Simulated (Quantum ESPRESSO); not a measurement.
# Where does N sit best among Si sites?

Calculated results; nothing here was measured. They come from pw.x of Quantum ESPRESSO 7.5, a plane-wave density functional program, with PseudoDojo standard norm-conserving files (v0.5 for PBE, v0.4.1 for LDA and PBEsol). The cells are made up: elements, strain and atom displacements were drawn at random, and nothing was relaxed. There is no spin polarisation, spin-orbit coupling or dispersion term.

The cell has 8 sites of a zincblende or diamond lattice. Sites 1 to 4 hold X X X X; sites 5 to 8 hold Si Si Si Si. Cell vectors in Å: (5.388, 0.000, 0.000); (0.000, 5.388, 0.000); (0.000, 0.000, 5.388). Settings: PBE, cutoff 1143 eV, 6 x 6 x 6 k mesh shifted by half a step, Fermi-Dirac smearing of 0.1 eV.

In each run one of the sites marked X holds N and the others hold Si; cell and positions stay the same. E is the free energy of the cell.

```
site of the guest  first shell  mean distance (Å)  E above the lowest (eV)  P (GPa)  force on the guest (eV/Å)
                1          Si4              2.339                    0.151    -4.66                      0.153
                2          Si4              2.324                    0.057    -4.95                      0.245
                3          Si4              2.357                    0.264    -4.31                      0.235
                4          Si4              2.315                    0.000    -5.13                      0.282
```

A rerun of one of these cells at 1437 eV and k mesh 8 x 8 x 8 moved values by no more than 0.010 eV in the cell's energy, 0.02 GPa in stress and 0.006 eV/Å in force.

## Reading the table

Site 4 is lowest, by 0.057 eV, over three times the rerun's bound. A straight line of energy against the mean distance has a slope of 6.3 ± 0.1 eV/Å, so the guest costs less on the tighter sites. The positions are random and not relaxed, so the differences hold for this frozen cell and are not site preferences of a real crystal.